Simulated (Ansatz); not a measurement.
## B2O at several levels of theory

One geometry, relaxed with PBE+D3(BJ), and single points on it; plane waves with PAW potentials in Ansatz, scalar-relativistic unless the row names spin-orbit coupling. No spin polarisation. Meshes are on the primitive cell of 6 atoms. Gaps are the least over mesh and band path; pressure is positive in compression. Smearing is Gaussian, 0.10 eV. Rows that don't name D3 lack it, which shows in their pressure.

Space group P-3m1 (No. 164). a = 2.545 Å, b = 2.545 Å, c = 9.661 Å, α = 90.00°, β = 90.00°, γ = 120.00°
```tsv
atom	site	symmetry	x	y	z
B	2c	3m.	0.0000	0.0000	0.4098
B	2d	3m.	0.6667	0.3333	0.0294
O	2d	3m.	0.6667	0.3333	0.3523
```

| level | cutoff (eV) | k mesh | gap (eV) | pressure (GPa) | rough cost with bands (core-min) |
| --- | --- | --- | --- | --- | --- |
| PBE+D3(BJ) | 420 | 18×18×4 | 0 | 0.0 | 1.7 |
| r2SCAN | 500 | 18×18×4 | 0 | -0.3 | 2.5 |
| PBEsol | 420 | 18×18×4 | 0 | -0.9 | 1.8 |

Spin polarisation was left out, and a magnetic state may lie lower.